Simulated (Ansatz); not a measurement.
YCl$_{3}$ (space group C2/m)

```
CELL_PARAMETERS angstrom
      3.42684    -5.91395     0.00000
      3.42684     5.91395     0.00000
     -2.26569     0.00000     5.91321
ATOMIC_POSITIONS crystal
  Y  0.16632 0.83368 0.00000
  Y  0.83368 0.16632 0.00000
  Cl 0.93722 0.58114 0.24502
  Cl 0.06278 0.41886 0.75498
  Cl 0.41886 0.06278 0.75498
  Cl 0.58114 0.93722 0.24502
  Cl 0.78002 0.78002 0.74737
  Cl 0.21998 0.21998 0.25263
```

This relaxed cell (volume V₀) is scaled evenly in all directions, its shape held. The atoms relax within the cell's symmetry.

Level of theory: r2SCAN+rVV10 (plane waves to 500 eV, PAW, scalar-relativistic; Ansatz, a program for electronic structure). k mesh 6×6×6 (Γ-centred), Fermi-Dirac smearing 0.05 eV. Energies are smeared free energies. Compression counts positive. With the shape held, the modulus is that of even scaling; a crystal free to change shape is softer. YCl3 is run without spin polarisation. YCl3 was relaxed with its symmetry unable to fall. ΔE is measured from the relaxed starting cell.

```json
[
 {"V (Å³/atom)": "25.166", "ΔE (meV/atom)": "48.8"},
 {"V (Å³/atom)": "26.125", "ΔE (meV/atom)": "withheld"},
 {"V (Å³/atom)": "27.083", "ΔE (meV/atom)": "14.8"},
 {"V (Å³/atom)": "28.042", "ΔE (meV/atom)": "6.1"},
 {"V (Å³/atom)": "29.001", "ΔE (meV/atom)": "1.4"},
 {"V (Å³/atom)": "29.960", "ΔE (meV/atom)": "0.0"},
 {"V (Å³/atom)": "30.918", "ΔE (meV/atom)": "1.3"},
 {"V (Å³/atom)": "31.877", "ΔE (meV/atom)": "4.8"},
 {"V (Å³/atom)": "32.836", "ΔE (meV/atom)": "10.3"},
 {"V (Å³/atom)": "33.794", "ΔE (meV/atom)": "17.4"},
 {"V (Å³/atom)": "34.753", "ΔE (meV/atom)": "26.1"}
]
```

Task: Fit a third-order Birch-Murnaghan form (E₀, V₀, B₀, B₀′ free) to the given rows and predict ΔE at V = 26.125.

Result: Least squares on the 10 given rows: ΔE = E₀ + (9V₀B₀/16)·y²·[2 + (B₀′ − 4)y], y = (V₀/V)^(2/3) − 1, with V₀ = 29.942 Å³/atom, B₀ = 14.54 GPa (160.2 GPa = 1 eV/Å³; the term in eV is multiplied by 1000), B₀′ = 4.97, E₀ = -0.14 meV/atom; root-mean-square residual 0.12 meV/atom. At 26.125 the fit gives 28.8 meV/atom; the calculation gives 28.6 meV/atom, so the interpolation is off by 0.2 (+0.7 %). For the pressure the fit gives 2.79 GPa against the computed 2.80 GPa.

(A scan under strain: stresses follow from slopes of the energy per volume, elastic moduli from its curvatures.)
